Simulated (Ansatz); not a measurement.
The geometry is COD entry 1531888, unchecked; take it as a test cell. The listed cell was then made from it by scaling, straining or moving an atom.

Y$_{2}$C: DFT, PBEsol, all-electron LAPW, scalar-relativistic (Ansatz 0.2.0). What sets it apart from a plain run of this crystal: volume scaled by 1.06.

Command: `ansatz run input.yaml --threads 1 --pin off --max-ram 4096MiB --backend cpu --events-out ev --progress --plain --runs-dir out` The run took 78 s on 1 thread of Arm Neoverse V2, with other jobs on the host, peak memory 0.66 GiB.

```yaml
crystal:
  lattice:
    - [1.8479658936, 1.0669236061, 6.1054415807]
    - [-1.8479658936, 1.0669236061, 6.1054415807]
    - [0.0, -2.1338472122, 6.1054415807]
  atoms:
    - { symbol: "Y", position: [0.25793, 0.25793, 0.25793] }
    - { symbol: "Y", position: [0.74207, 0.74207, 0.74207] }
    - { symbol: C, position: [0.0, 0.0, 0.0] }
kpoints:
  mp_grid: { grid: [11, 11, 11] }
  band_path:
    path:
      - [0.0, 0.0, 0.0]
      - [0.5, 0.5, 0.5]
      - [0.8129750465, 0.1870249535, 0.5]
      - [0.5, -0.1870249535, 0.1870249535]
      - [0.5, 0.0, 0.0]
      - [0.0, 0.0, 0.0]
      - [0.3435124768, -0.3435124768, 0.0]
      - [0.6564875232, 0.0, 0.3435124768]
      - [0.5, 0.0, 0.5]
    npoints: 5
scf:
  occupations: { method: fermi_dirac, width: 0.05 }
hamiltonian:
  xc: pbesol
  pseudopotentials: { kind: all_electron, lapw: { basis_error: 0.001 } }
output:
  forces: true
  stress: true
  eigenvalues: true
```

Output (standing set-up lines are left out):

```
LAPW: plane waves up to 7.501 Å⁻¹, error target 1.0e-3 eV per atom; small_component_spin mean_spin; C in spheres of 1.147 Å, 6 of its electrons in bands, Dirac shells []; Y in spheres of 1.394 Å, 29 of its electrons in bands, Dirac shells []
Crystal: 3 atoms, lattice volume = 72.226 Å³
Basis set: ecut = 214.34039896112793 eV, 525 PW (Γ), FFT grids on a1−a3, a2−a3, a3, exchange–correlation at level 2
Space group: R-3m (ITA 166), of the structure as read, at distance tolerance 4.2e-5 Å
Initial density: superposition of atomic densities (chi_scale 0.1, normalization cell, long waves kept (reshape's long-wave potential 0.12 eV rms))
iter 1 solved again at ethr=2.34e-2 eV; its pass at ethr=1.00e-1 eV (dr2=1.49e1 eV) is discarded
SCF iter   1: F=—  HF=-185168.823221 eV  |F-HF|=—  |Δ(HF+E_count)|=         —  Δρ=7.90e-2  dr2=1.50e1  ethr=2.34e-2  ⟨swp⟩=2.0  Hψ=31288  notcnv=0
preconditioner: auto → Kerker (q_TF=auto, 2.674 Å⁻¹)  [metal: Δε(μ)=0.020 eV  Ē_g=7.879 eV  σ=0.050 eV  W_gap=0.10  n_scr=28 (ndim 8)  ℏωp=13.8 eV  f_vac=0.000  D(μ)=2.61/eV (n_scr^D=22)]
SCF iter   2: F=—  HF=-185165.488066 eV  |F-HF|=—  |Δ(HF+E_count)|=    3.34e0  Δρ=2.32e-2  dr2=2.25e0  ethr=2.34e-2  ⟨swp⟩=2.3  Hψ=15814  notcnv=0
SCF iter   3: F=—  HF=-185165.357154 eV  |F-HF|=—  |Δ(HF+E_count)|=   1.31e-1  Δρ=2.46e-2  dr2=2.33e0  ethr=3.51e-3  ⟨swp⟩=2.0  Hψ=18315  notcnv=0
iter 4 solved again at ethr=3.47e-4 eV; its pass at ethr=3.51e-3 eV (dr2=2.22e-1 eV) is discarded
SCF iter   4: F=—  HF=-185164.973721 eV  |F-HF|=—  |Δ(HF+E_count)|=   3.83e-1  Δρ=1.21e-2  dr2=2.22e-1  ethr=3.47e-4  ⟨swp⟩=2.0  Hψ=28482  notcnv=0
SCF iter   5: F=—  HF=-185164.926215 eV  |F-HF|=—  |Δ(HF+E_count)|=         —  Δρ=2.25e-3  dr2=7.65e-3  ethr=3.47e-4  ⟨swp⟩=2.0  Hψ=18253  notcnv=0
the basis was enlarged: its passes take 599.5 KiB over the memory plan, 1 of 1 planned eigensolver slots
SCF iter   6: F=—  HF=-185164.922386 eV  |F-HF|=—  |Δ(HF+E_count)|=   3.83e-3  Δρ=1.22e-3  dr2=5.18e-3  ethr=1.19e-5  ⟨swp⟩=3.0  Hψ=17841  notcnv=0
SCF iter   7: F=—  HF=-185164.921444 eV  |F-HF|=—  |Δ(HF+E_count)|=   9.42e-4  Δρ=3.90e-4  dr2=1.82e-4  ethr=8.09e-6  ⟨swp⟩=2.5  Hψ=17698  notcnv=0
SCF iter   8: F=—  HF=-185164.921409 eV  |F-HF|=—  |Δ(HF+E_count)|=   3.46e-5  Δρ=2.02e-4  dr2=7.19e-5  ethr=2.84e-7  ⟨swp⟩=2.0  Hψ=17593  notcnv=0
SCF iter   9: F=—  HF=-185164.921395 eV  |F-HF|=—  |Δ(HF+E_count)|=   1.38e-5  Δρ=7.26e-5  dr2=1.08e-5  ethr=1.12e-7  ⟨swp⟩=2.0  Hψ=17592  notcnv=0
SCF iter  10: F=—  HF=-185164.921393 eV  |F-HF|=—  |Δ(HF+E_count)|=   2.15e-6  Δρ=1.78e-5  dr2=3.54e-7  ethr=1.69e-8  ⟨swp⟩=2.0  Hψ=17594  notcnv=0
SCF iter  11: F=-185164.921393 eV  HF=-185164.921393 eV  |F-HF|=1.88e-8  |Δ(HF+E_count)|=   4.80e-8  Δρ=4.55e-6  dr2=2.38e-8  ethr=5.53e-10  ⟨swp⟩=3.0  Hψ=17955  notcnv=0
SCF 1 converged in 11 iterations: F = -185164.921393 eV  dr2 = 2.38e-8
NSCF: frozen V_eff on 41 k-points
SCF converged after 11 iterations
Free energy (F): -185164.921393 eV
Harris-Foulkes:  -185164.921393 eV  (|F-HF|=1.88e-8)
Internal energy: -185164.895828 eV  (E = F + TS)
E sigma→0 (E₀):  -185164.908611 eV
Entropy (-TS):   -0.025565 eV (-8.522 meV/atom)
Fermi energy:    10.251009 eV
--- Per-component energies (eV) ---
  E_band       = -8047.158574
  E_kinetic    = 190892.996784
  E_xc         = -6001.697703
  E_electrostatic = -370056.194909  (all electrons and nuclei)
  E_smearing   = -0.025565  (= −TS)
  E_closure    = 0.000000  (closes the sum)
  E_atoms      = -185144.528308  (free atoms, spherical and without spin; not in F)
  Σ components = -185164.921393   (vs F -185164.921393, Δ=0.00e0)
  Basis errors (estimates in eV, not in F): energy 4.0e-4 per atom: plane waves 3.5e-4 (2.1e-4 summed), levels above the bands 9.2e-37, relativity 5.5e-9, radial functions 4.4e-5, core shells 9.1e-11; eigenvalues (radial functions only) 5.4e-6; not estimated: angular momenta, meshes, grids; target (lapw.basis_error) 1.0e-3; muffin-tin radii C 1.147 Å, Y 1.394 Å
--- Forces (eV/Å), atoms counted from 1 ---
  atom   1  Y      0.00000000    -0.00000000     0.92382580
  atom   2  Y      0.00000000     0.00000000    -0.92382580
  atom   3  C      0.00000000    -0.00000000    -0.00000000
  max |Σ_I F_I| component: 3.16e-30 eV/Å
--- Stress (GPa, compression-positive) ---
       -7.428280       0.000000       0.000000
        0.000000      -7.428280      -0.000000
        0.000000      -0.000000      -5.757845
  P = ⅓ Tr σ = -6.8715 GPa (-68.715 kbar)
--- Band table (eV; the first three rows and the last of 146) ---
  k-point 0: bands = ["-352.0458", "-352.0458", "-269.9935", "-269.9935", "-269.9935", "-269.9935", "-269.9918", "-269.9918", "-253.0220", "-134.8686", "-134.8686", "-134.8686", "-134.8686", "-134.8680", "-134.8680", "-134.8614", "-134.8614", "-134.8614", "-134.8614", "-31.8302", "-31.7735", "-12.1325", "-11.7019", "-11.7019", "-11.6397", "-11.6397", "-11.6228", "1.2381", "7.0890", "8.3349", "9.1109", "9.1109", "12.3085", "12.3085", "12.4471", "14.0139", "14.0139", "14.2545", "14.8654"]
  k-point 1: bands = ["-352.0458", "-352.0458", "-269.9935", "-269.9935", "-269.9935", "-269.9935", "-269.9918", "-269.9918", "-253.0220", "-134.8686", "-134.8686", "-134.8686", "-134.8686", "-134.8680", "-134.8680", "-134.8614", "-134.8614", "-134.8614", "-134.8614", "-31.8266", "-31.7721", "-12.1202", "-11.7344", "-11.7101", "-11.6687", "-11.6450", "-11.6247", "1.3028", "7.2257", "8.1121", "9.1402", "9.3070", "12.0506", "12.4057", "12.5207", "13.2411", "13.9748", "14.5012", "14.9836"]
  k-point 2: bands = ["-352.0458", "-352.0458", "-269.9935", "-269.9935", "-269.9935", "-269.9935", "-269.9918", "-269.9918", "-253.0220", "-134.8686", "-134.8686", "-134.8686", "-134.8686", "-134.8680", "-134.8680", "-134.8614", "-134.8614", "-134.8614", "-134.8614", "-31.8167", "-31.7686", "-12.0874", "-11.8167", "-11.7424", "-11.7316", "-11.6594", "-11.6364", "1.4666", "7.6010", "7.8128", "9.2023", "9.5085", "11.4941", "12.4358", "12.6745", "12.7433", "14.0732", "14.3030", "15.0731"]
  k-point 145: bands = ["-352.0458", "-352.0458", "-269.9935", "-269.9935", "-269.9935", "-269.9935", "-269.9918", "-269.9918", "-253.0220", "-134.8686", "-134.8686", "-134.8686", "-134.8686", "-134.8680", "-134.8680", "-134.8614", "-134.8614", "-134.8614", "-134.8614", "-31.8180", "-31.7808", "-12.0188", "-11.7703", "-11.7025", "-11.6997", "-11.6683", "-11.6527", "1.4039", "6.5965", "8.9554", "9.1964", "9.7485", "11.2659", "12.0843", "12.6787", "13.3460", "13.6116", "14.0982", "14.4455"]
```
